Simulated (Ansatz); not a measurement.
A geometry of SnO away from equilibrium: step 2 of the relaxation of a relaxed SnO cell displaced along its unstable phonon at q = (½, 0, 0) of its primitive reciprocal cell (119i cm⁻¹), largest move 0.15 Å. Calculation: PBEsol (plane waves to 420 eV, PAW, scalar-relativistic; Ansatz, a first-principles code). Γ-centred k-mesh 7×7×2 on the run's cell (coarser than for final values), Fermi–Dirac smearing 0.05 eV.

```yaml
crystal:
  lattice:
    - [7.61186, -0.01793, 0.00000]
    - [-1.91073, 3.30948, 0.00000]
    - [0.00000, 0.00000, 14.40963]
  atoms:
    - { symbol: Sn, position: [0.16793, 0.63938, 0.09749] }
    - { symbol: Sn, position: [0.66793, 0.69647, 0.09749] }
    - { symbol: Sn, position: [0.33207, 0.36062, 0.59749] }
    - { symbol: Sn, position: [0.83207, 0.30353, 0.59749] }
    - { symbol: Sn, position: [0.33207, 0.30353, 0.90251] }
    - { symbol: Sn, position: [0.83207, 0.36062, 0.90251] }
    - { symbol: Sn, position: [0.16793, 0.69647, 0.40251] }
    - { symbol: Sn, position: [0.66793, 0.63938, 0.40251] }
    - { symbol: O, position: [0.16320, 0.72634, 0.55202] }
    - { symbol: O, position: [0.66320, 0.60007, 0.55202] }
    - { symbol: O, position: [0.33680, 0.27366, 0.05202] }
    - { symbol: O, position: [0.83680, 0.39993, 0.05202] }
    - { symbol: O, position: [0.33680, 0.39993, 0.44798] }
    - { symbol: O, position: [0.83680, 0.27366, 0.44798] }
    - { symbol: O, position: [0.16320, 0.60007, 0.94798] }
    - { symbol: O, position: [0.66320, 0.72634, 0.94798] }
```

Which atoms carry the largest force, and which way does it point?

0.24 eV/Å, on O9, O10, O11, O12, O13, O14, O15, O16 (atoms numbered as listed); on O9 its components are (-0.19, 0.14, 0.00).

What is the pressure?

-0.4 GPa, compression positive.

No spin polarisation in the result. Without a van der Waals term the distances between weakly bound units are poorly fixed.

The run could not lose the symmetry of its start: the end is stationary, and may be a saddle point rather than a minimum.

The end of the path is a generated cell of SnO: the first start was made by placing the elements on the sites of a structure type, and the end was not matched to a known phase here, so it may be hypothetical. Known forms of SnO include space group No. 129.
